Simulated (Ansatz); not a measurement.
CdTe (CsCl type, Pm-3m) under volume change, the program Ansatz at the PBEsol level (PAW), scaled uniformly.

```json
[
 {"V (Å³/atom)": "23.100", "E − E(relaxed) (meV/atom)": "42.9", "P (GPa)": "6.62"},
 {"V (Å³/atom)": "23.862", "E − E(relaxed) (meV/atom)": "17.9", "P (GPa)": "4.00"},
 {"V (Å³/atom)": "24.623", "E − E(relaxed) (meV/atom)": "4.2", "P (GPa)": "1.82"},
 {"V (Å³/atom)": "25.385", "E − E(relaxed) (meV/atom)": "0.0", "P (GPa)": "0.00"},
 {"V (Å³/atom)": "26.146", "E − E(relaxed) (meV/atom)": "3.8", "P (GPa)": "-1.54"},
 {"V (Å³/atom)": "26.908", "E − E(relaxed) (meV/atom)": "14.2", "P (GPa)": "-2.82"},
 {"V (Å³/atom)": "27.669", "E − E(relaxed) (meV/atom)": "30.2", "P (GPa)": "-3.89"}
]
```

### Question
What does a third-order Birch–Murnaghan fit give for V₀, B₀ and B′?

### Answer
V₀ = 25.38 Å³/atom, B₀ = 55.7 GPa, B′ = 4.9.

The start of the workflow was typed in or built on a structure type; neither database checked (COD, Materials Project) lists it. It is not the phase usual at ambient conditions (space group No. 216). The PBEsol relaxation kept the symmetry of its start. At this level the phase is mechanically unstable. Scalar-relativistic: spin–orbit coupling is off unless named, which matters more the heavier the elements.

Potentials: the earlier of the program's two PAW sets. The files were generated under PBE; for other functionals the program regenerates the frozen cores, and for LDA and PBEsol the local potential too.
